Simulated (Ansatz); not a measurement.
Consider the following.

Starting cell, Sn (beta-Sn type, space group I4_1/amd):

```xyz
2
Lattice="-2.9735 2.9735 1.6061 2.9735 -2.9735 1.6061 2.9735 2.9735 -1.6061" Properties=species:S:1:pos:R:3 pbc="T T T"
Sn     0.0000     2.9735     0.8030
Sn     0.0000     0.0000     0.0000
```

Scan: atom 1 (Sn, nearest neighbour Sn at 3.080 Å; its periodic images, 3.2 Å or more away, move with it) is displaced along Cartesian x, direction (1.000, 0.000, 0.000) in Cartesian axes, by s. The other atoms stay.

All values below come from PBE (plane waves to 420 eV, PAW, scalar-relativistic; Ansatz, a quantum-chemistry and plane-wave program). k mesh 13×13×13 (Γ-centred), Fermi-Dirac smearing 0.05 eV. Energies are smeared free energies. With partly filled bands, energies and forces of such displacements shift with the k mesh and the smearing. Sn was relaxed with its symmetry unable to fall. The PAW data are Ansatz's earlier set. The zero of ΔE is the undisplaced structure.

The scan covers s from -0.310 to 0.310 Å in 11 points.

**Question.** Is this a single well or a double well?

**Answer.** A single well with its minimum at or next to zero displacement.

**Question.** Is the energy the same for equal positive and negative displacements?

**Answer.** Even: the same for both signs. With its periodic images moving along, the atom's site symmetry in this cell is -4m2.

**Question.** What force acts on the atom along the line at s = -0.310 Å?

**Answer.** 1.23 eV/Å.

(For displaced atoms, the force is minus the slope of the energy, and its curvature is a force constant, which sets phonon frequencies.)
